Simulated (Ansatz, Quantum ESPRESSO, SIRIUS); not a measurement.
# HfIn4SiO6: 3 runs at one level of theory

```
Hf In Si O
1.0
     5.27743    0.00000    0.00000
    -2.63872    4.57039    0.00000
     0.00000    0.00000   10.55905
Hf In Si O
1 4 1 6
Cartesian
  2.6474 1.4720 0.0583
  -0.0205 0.0902 3.2093
  -0.0141 0.0061 7.3139
  -0.0011 3.0548 8.3506
  -0.0229 3.0583 2.2084
  -0.0428 0.0056 0.0159
  3.2584 3.2345 9.4421
  1.4685 0.1725 1.0632
  0.8798 1.2444 9.4517
  2.0171 3.1816 1.0337
  3.7538 0.1453 9.5469
  4.4203 1.2378 1.0676
```

The cell comes from a database or a generator and needn't be the stable form of this composition.

Atoms were shifted at random by some hundredths of an Å from the given cell, which wasn't relaxed again for these runs.

Alike in all runs: task single point; functional PBE; k mesh 6 × 6 × 3; occupations fermi-dirac, width 0.05 eV; no spin polarisation; no spin-orbit coupling. Pressure is positive in compression and, in plane waves, holds the error of the finite cutoff, which Ansatz's Pulay term estimates and takes out.

```json
{"program and potentials": "Ansatz, Ansatz PAW", "plane-wave cutoff (eV)": "420", "notes": "9.83 valence electrons an atom on average; Pulay term of +0.32 GPa included", "pressure (GPa)": "0.43", "largest force (eV/Å)": "2.202", "energy over the undisturbed cell (meV/atom)": "19.55"}
{"program and potentials": "Quantum ESPRESSO, SSSP 1.3 efficiency PBE", "plane-wave cutoff (eV)": "816", "notes": "8.67 valence electrons an atom on average", "pressure (GPa)": "0.13", "largest force (eV/Å)": "2.165", "energy over the undisturbed cell (meV/atom)": "18.65"}
{"program and potentials": "SIRIUS, PseudoDojo 0.4.1 PBE standard (scalar relativistic)", "plane-wave cutoff (eV)": "1152", "notes": "8.67 valence electrons an atom on average", "pressure (GPa)": "0.06", "largest force (eV/Å)": "2.148", "energy over the undisturbed cell (meV/atom)": "-"}
```

Force on atom 1 (Hf), eV/Å:

```tsv
program and potentials	x	y	z
Ansatz, Ansatz PAW	-0.797	1.394	-1.507
Quantum ESPRESSO, SSSP 1.3 efficiency PBE	-0.790	1.356	-1.491
SIRIUS, PseudoDojo 0.4.1 PBE standard (scalar relativistic)	-0.785	1.339	-1.485
```

The pressure spans 0.06 (SIRIUS, PseudoDojo 0.4.1 PBE standard (scalar relativistic)) to 0.43 GPa (Ansatz, Ansatz PAW).

Differences between rows come from potentials, basis sets and numerical settings, since the functional is the same but for its coding. Runs on potential files found faulty are left out.
